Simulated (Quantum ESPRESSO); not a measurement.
Ru2Pd4NbW, one run as intended and one with a planted mistake

A calculation, not a measurement. The program is pw.x of Quantum ESPRESSO 7.5 (plane-wave density functional theory). The cell is made up: eight metal atoms on a face-centred cubic lattice, with elements, volume, strain and displacements drawn at random and not relaxed, so it may be unstable or far from any real phase. PseudoDojo standard norm-conserving files set the functional (PBE unless stated); there is no spin polarisation or spin-orbit coupling, the Fermi-Dirac width of 0.25 eV means electrons at about 2900 K, and the masses in the input are unused placeholders. Heavy elements are run without spin-orbit coupling, which real alloys of them have. A spin test at this wide smearing found no moment, but such smearing suppresses magnetism that the real alloy may have.

Intended input:

```
&control calculation='scf', pseudo_dir='./dojo.nc.sr.pbe.v0_5.standard.upf', outdir='./o', disk_io='minimal', tprnfor=.true., tstress=.true. /
&system ibrav=0, nat=8, ntyp=4, nbnd=84, ecutwfc=84.00895049, nosym=.true., tot_charge=0,
 occupations='smearing', smearing='fd', degauss=0.0183746611
/
&electrons conv_thr=1.470e-08, electron_maxstep=70, mixing_beta=0.5 /
ATOMIC_SPECIES
Nb 1.0 Nb.upf
Pd 1.0 Pd.upf
Ru 1.0 Ru.upf
W 1.0 W.upf
CELL_PARAMETERS angstrom
0.0063 1.98 1.9976
-4.0136 1.979 -2.0092
-4.1266 -6.0752 6.1153
ATOMIC_POSITIONS angstrom
Ru 0.0025 -0.0103 -0.0257
Ru -4.0494 -4.1049 4.0876
Pd -4.0752 -2.0228 2.0022
Pd -4.0365 -0.0143 0.0277
Pd -2.1137 -2.0687 4.0676
Pd -2.0719 -0.0165 2.0531
Nb -1.9574 1.9921 -0.0583
W -6.0954 -2.1029 4.1264
K_POINTS automatic
8 5 3 1 1 1
```

The log is shortened where brackets say so; the opening notice, blank lines, dates and the lines on written files are dropped, and the path of the files is cut. It prints rydbergs, bohrs and kilobars, and counts compression as positive stress. Its total energy is the free energy E - TS of the whole cell.

Log of the intended run:

```
     Program PWSCF v.7.5
     Parallel version (MPI & OpenMP), running on       4 processor cores
     Number of MPI processes:                 4
     Threads/MPI process:                     1
     [start-up lines left out]
     bravais-lattice index     =            0
     lattice parameter (alat)  =       5.3151  a.u.
     unit-cell volume          =     877.5231 (a.u.)^3
     number of atoms/cell      =            8
     number of atomic types    =            4
     number of electrons       =       131.00
     number of Kohn-Sham states=           84
     kinetic-energy cutoff     =      84.0090  Ry
     charge density cutoff     =     336.0358  Ry
     scf convergence threshold =      1.5E-08
     mixing beta               =       0.5000
     number of iterations used =            8  plain     mixing
     Exchange-correlation= PBE
                           (   1   4   3   4   0   0   0)
     [axes and pseudopotential details left out]
   Cartesian axes
     site n.     atom                  positions (alat units)
         1        Ru     tau(   1) = (   0.0008889  -0.0036621  -0.0091374  )
         2        Ru     tau(   2) = (  -1.4397239  -1.4594564   1.4533056  )
         3        Pd     tau(   3) = (  -1.4488969  -0.7191864   0.7118623  )
         4        Pd     tau(   4) = (  -1.4351375  -0.0050842   0.0098485  )
         5        Pd     tau(   5) = (  -0.7515050  -0.7355057   1.4461948  )
         6        Pd     tau(   6) = (  -0.7366435  -0.0058664   0.7299593  )
         7        Nb     tau(   7) = (  -0.6959341   0.7082714  -0.0207280  )
         8        W      tau(   8) = (  -2.1671589  -0.7476652   1.4671005  )
     number of k points=    60  Fermi-Dirac smearing, width (Ry)=  0.0184
                       cart. coord. in units 2pi/alat
        k(    1) = (  -0.0811724   0.0334449   0.0551058), wk =   0.0333333
        k(    2) = (   0.0331975   0.1488738  -0.0596668), wk =   0.0333333
     [further k points left out]
     Dense  grid:    91253 G-vectors     FFT dimensions: (  32,  60, 108)
     Estimated max dynamical RAM per process >     396.16 MB
     Estimated total dynamical RAM >       1.48 GB
     Initial potential from superposition of free atoms
     starting charge     130.9949, renormalised to     131.0000
     Starting wfcs are   76 randomized atomic wfcs +    8 random wfcs
     total cpu time spent up to now is        6.2 secs
     per-process dynamical memory:   317.7 Mb
     Self-consistent Calculation
     iteration #  1     ecut=    84.01 Ry     beta= 0.50
     Davidson diagonalization with overlap
     ethr =  1.00E-02,  avg # of iterations =  3.6
     total cpu time spent up to now is       23.7 secs
     total energy              =   -1734.46840604 Ry
     estimated scf accuracy    <      43.55778445 Ry
     iteration #  2     ecut=    84.01 Ry     beta= 0.50
     Davidson diagonalization with overlap
     ethr =  1.00E-02,  avg # of iterations =  7.1
     total cpu time spent up to now is       51.7 secs
     total energy              =   -1727.44951512 Ry
     estimated scf accuracy    <     775.27251979 Ry
     [iterations 3 to 21 left out]
     iteration # 22     ecut=    84.01 Ry     beta= 0.50
     Davidson diagonalization with overlap
     ethr =  2.82E-11,  avg # of iterations =  1.0
     total cpu time spent up to now is      338.7 secs
     total energy              =   -1764.59166511 Ry
     estimated scf accuracy    <       0.00000007 Ry
     iteration # 23     ecut=    84.01 Ry     beta= 0.50
     Davidson diagonalization with overlap
     ethr =  2.82E-11,  avg # of iterations =  1.0
     total cpu time spent up to now is      351.1 secs
     End of self-consistent calculation
     [lines on levels left out]
!    total energy              =   -1764.59166511 Ry
     estimated scf accuracy    <          9.7E-09 Ry
     smearing contrib. (-TS)   =      -0.13256884 Ry
     internal energy E=F+TS    =   -1764.45909626 Ry
     The total energy is F=E-TS. E is the sum of the following terms:
     one-electron contribution =    -517.64188797 Ry
     hartree contribution      =     339.51799627 Ry
     xc contribution           =    -296.41599667 Ry
     ewald contribution        =   -1289.91920790 Ry
     convergence has been achieved in  23 iterations
     Forces acting on atoms (cartesian axes, Ry/au):
     atom    1 type  3   force =     0.01779981    0.00872238   -0.00665419
     atom    2 type  3   force =    -0.01041868    0.00211913    0.00063383
     atom    3 type  2   force =    -0.02061514   -0.02025391    0.02390488
     atom    4 type  2   force =     0.00008733    0.01093959   -0.01182891
     atom    5 type  2   force =     0.00159258   -0.00916027    0.00764074
     atom    6 type  2   force =     0.02490565    0.01133066   -0.01679028
     atom    7 type  1   force =    -0.00027749   -0.02246143    0.02300354
     atom    8 type  4   force =    -0.01307407    0.01876385   -0.01990960
     Total force =     0.073113     Total SCF correction =     0.000359
     Computing stress (Cartesian axis) and pressure
          total   stress  (Ry/bohr**3)                   (kbar)     P=     -102.95
  -0.00087026  -0.00006409   0.00003228         -128.02       -9.43        4.75
  -0.00006409  -0.00058365   0.00011768           -9.43      -85.86       17.31
   0.00003228   0.00011768  -0.00064569            4.75       17.31      -94.98
     init_run     :      5.85s CPU      6.07s WALL (       1 calls)
     electrons    :    338.57s CPU    344.97s WALL (       1 calls)
     forces       :      2.16s CPU      2.16s WALL (       1 calls)
     stress       :      7.56s CPU      7.57s WALL (       1 calls)
     [timing details left out]
     PWSCF        :   5m54.24s CPU   6m 0.92s WALL
     JOB DONE.
```

A second run has one planted mistake: the cell and the positions are scaled by a wrong factor. The input lines that differ:

```
- 0.0063 1.98 1.9976
- -4.0136 1.979 -2.0092
- -4.1266 -6.0752 6.1153
+ 0.0064 2.0095 2.0274
+ -4.0734 2.0085 -2.0391
+ -4.1881 -6.1657 6.2064
- Ru 0.0025 -0.0103 -0.0257
- Ru -4.0494 -4.1049 4.0876
- Pd -4.0752 -2.0228 2.0022
- Pd -4.0365 -0.0143 0.0277
- Pd -2.1137 -2.0687 4.0676
- Pd -2.0719 -0.0165 2.0531
- Nb -1.9574 1.9921 -0.0583
- W -6.0954 -2.1029 4.1264
+ Ru 0.0025 -0.0105 -0.0261
+ Ru -4.1097 -4.1661 4.1485
+ Pd -4.1359 -2.0529 2.032
+ Pd -4.0966 -0.0145 0.0281
+ Pd -2.1452 -2.0995 4.1282
+ Pd -2.1028 -0.0167 2.0837
+ Nb -1.9866 2.0218 -0.0592
+ W -6.1862 -2.1342 4.1879
```

Its log:

```
     Program PWSCF v.7.5
     Parallel version (MPI & OpenMP), running on       4 processor cores
     Number of MPI processes:                 4
     Threads/MPI process:                     1
     [start-up lines left out]
     bravais-lattice index     =            0
     lattice parameter (alat)  =       5.3943  a.u.
     unit-cell volume          =     917.3402 (a.u.)^3
     number of atoms/cell      =            8
     number of atomic types    =            4
     number of electrons       =       131.00
     number of Kohn-Sham states=           84
     kinetic-energy cutoff     =      84.0090  Ry
     charge density cutoff     =     336.0358  Ry
     scf convergence threshold =      1.5E-08
     mixing beta               =       0.5000
     number of iterations used =            8  plain     mixing
     Exchange-correlation= PBE
                           (   1   4   3   4   0   0   0)
     [axes and pseudopotential details left out]
   Cartesian axes
     site n.     atom                  positions (alat units)
         1        Ru     tau(   1) = (   0.0008758  -0.0036783  -0.0091433  )
         2        Ru     tau(   2) = (  -1.4396992  -1.4594571   1.4532915  )
         3        Pd     tau(   3) = (  -1.4488775  -0.7191665   0.7118449  )
         4        Pd     tau(   4) = (  -1.4351101  -0.0050796   0.0098439  )
         5        Pd     tau(   5) = (  -0.7515008  -0.7354913   1.4461801  )
         6        Pd     tau(   6) = (  -0.7366473  -0.0058503   0.7299563  )
         7        Nb     tau(   7) = (  -0.6959404   0.7082716  -0.0207388  )
         8        W      tau(   8) = (  -2.1671332  -0.7476473   1.4670940  )
     number of k points=    60  Fermi-Dirac smearing, width (Ry)=  0.0184
                       cart. coord. in units 2pi/alat
        k(    1) = (  -0.0811726   0.0334447   0.0551061), wk =   0.0333333
        k(    2) = (   0.0331980   0.1488758  -0.0596670), wk =   0.0333333
     [further k points left out]
     Dense  grid:    95437 G-vectors     FFT dimensions: (  32,  60, 108)
     Estimated max dynamical RAM per process >     412.81 MB
     Estimated total dynamical RAM >       1.54 GB
     Initial potential from superposition of free atoms
     starting charge     130.9949, renormalised to     131.0000
     Starting wfcs are   76 randomized atomic wfcs +    8 random wfcs
     total cpu time spent up to now is        6.3 secs
     per-process dynamical memory:   330.5 Mb
     Self-consistent Calculation
     iteration #  1     ecut=    84.01 Ry     beta= 0.50
     Davidson diagonalization with overlap
     ethr =  1.00E-02,  avg # of iterations =  3.4
     total cpu time spent up to now is       24.2 secs
     total energy              =   -1734.54219244 Ry
     estimated scf accuracy    <      43.35080754 Ry
     iteration #  2     ecut=    84.01 Ry     beta= 0.50
     Davidson diagonalization with overlap
     ethr =  1.00E-02,  avg # of iterations =  7.0
     total cpu time spent up to now is       52.7 secs
     total energy              =   -1728.97964310 Ry
     estimated scf accuracy    <     761.37119549 Ry
     [iterations 3 to 21 left out]
     iteration # 22     ecut=    84.01 Ry     beta= 0.50
     Davidson diagonalization with overlap
     ethr =  3.40E-11,  avg # of iterations =  1.1
     total cpu time spent up to now is      342.9 secs
     total energy              =   -1764.55484241 Ry
     estimated scf accuracy    <       0.00000010 Ry
     iteration # 23     ecut=    84.01 Ry     beta= 0.50
     Davidson diagonalization with overlap
     ethr =  3.40E-11,  avg # of iterations =  1.0
     total cpu time spent up to now is      355.5 secs
     End of self-consistent calculation
     [lines on levels left out]
!    total energy              =   -1764.55484241 Ry
     estimated scf accuracy    <          4.1E-09 Ry
     smearing contrib. (-TS)   =      -0.13989986 Ry
     internal energy E=F+TS    =   -1764.41494255 Ry
     The total energy is F=E-TS. E is the sum of the following terms:
     one-electron contribution =    -546.54277074 Ry
     hartree contribution      =     349.22019589 Ry
     xc contribution           =    -296.11364578 Ry
     ewald contribution        =   -1270.97872192 Ry
     convergence has been achieved in  23 iterations
     Forces acting on atoms (cartesian axes, Ry/au):
     atom    1 type  3   force =     0.02085791    0.01143496   -0.01006978
     atom    2 type  3   force =    -0.01169193   -0.00168288    0.00323041
     atom    3 type  2   force =    -0.02038747   -0.01946327    0.02230151
     atom    4 type  2   force =     0.00296174    0.01103211   -0.01184366
     atom    5 type  2   force =    -0.00060106   -0.01068725    0.00948465
     atom    6 type  2   force =     0.02204498    0.01170060   -0.01615811
     atom    7 type  1   force =     0.00261639   -0.01682635    0.01728553
     atom    8 type  4   force =    -0.01580057    0.01449208   -0.01423055
     Total force =     0.068697     Total SCF correction =     0.000362
     Computing stress (Cartesian axis) and pressure
          total   stress  (Ry/bohr**3)                   (kbar)     P=     -166.41
  -0.00128675  -0.00004840   0.00002424         -189.29       -7.12        3.57
  -0.00004840  -0.00102686   0.00009821           -7.12     -151.06       14.45
   0.00002424   0.00009821  -0.00108007            3.57       14.45     -158.88
     init_run     :      5.89s CPU      6.09s WALL (       1 calls)
     electrons    :    342.50s CPU    349.24s WALL (       1 calls)
     forces       :      2.25s CPU      2.26s WALL (       1 calls)
     stress       :      7.88s CPU      7.88s WALL (       1 calls)
     [timing details left out]
     PWSCF        :   5m58.73s CPU   6m 5.74s WALL
     JOB DONE.
```

|  | intended run | run with the mistake |
| --- | --- | --- |
| free energy (eV) | -24008.493 | -24007.992 |
| entropy term -TS, part of it (eV) | -1.804 | -1.903 |
| pressure (GPa) | -10.30 | -16.64 |
| size of the largest force component (eV/Å) | 0.640 | 0.573 |
| largest change of a force component (eV/Å) |  | 0.147 |
| iterations | 23 | 23 |

For scale, a rerun of the intended cell at a higher cutoff and on a denser mesh moved values by no more than 0.010 eV in energy, 0.13 GPa in stress and 0.017 eV/Å in force, and a second program with other atomic files agreed on that cell to 2 % rms in force and 0.5 GPa in pressure.